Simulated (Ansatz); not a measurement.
Te2Pt:
```xyz
3
Lattice="4.0200 0.0000 0.0000 -2.0100 3.4814 0.0000 0.0000 0.0000 5.0907" Properties=species:S:1:pos:R:3 pbc="T T T"
Te     0.0000     2.3209     1.3403
Te     2.0100     1.1605     3.7504
Pt     0.0000     0.0000     0.0000
```

Relaxed with LDA. Special points in fractions of this cell's reciprocal vectors: Γ (0.000, 0.000, 0.000); M (0.500, 0.000, 0.000); K (0.333, 0.333, 0.000); A (0.000, 0.000, 0.500); L (0.500, 0.000, 0.500); H (0.333, 0.333, 0.500).

Q: List the band energies nearest the Fermi level at these points for LDA in the plane-wave PAW code Ansatz.

A: In eV from the Fermi level; about four levels below and three above (degenerate sets whole), none deeper than 8.9 eV; points with the same levels are listed once.

```json
[
 {"k": "Γ", "below": "-3.82 -3.82 -2.70 -0.50 -0.50", "above": "0.89 0.89 1.63"},
 {"k": "M", "below": "-3.51 -3.45 -3.39 -2.92", "above": "0.12 2.70 3.96"},
 {"k": "K", "below": "-1.83 -1.83 -0.17 -0.17", "above": "2.61 6.53 7.53 7.53"},
 {"k": "A", "below": "-2.32 -1.37 -1.30 -1.30", "above": "2.30 2.30 4.19"},
 {"k": "L", "below": "-3.46 -3.27 -2.37 -0.71", "above": "0.32 1.41 4.36"},
 {"k": "H", "below": "-4.08 -4.08 -3.53 -2.74 -2.74", "above": "2.68 2.68 5.93"}
]
```

Space group P-3m1. Symmetry was held in the LDA relaxation; of distortions, only those at the zone centre were tested. The run is not spin-polarised. A crystal of weakly bound layers computed without a dispersion correction: the cell and the soft elastic constants depend strongly on that. Scalar-relativistic: spin–orbit coupling is off unless named, which matters more the heavier the elements.

Potentials: the later of the program's two PAW sets.
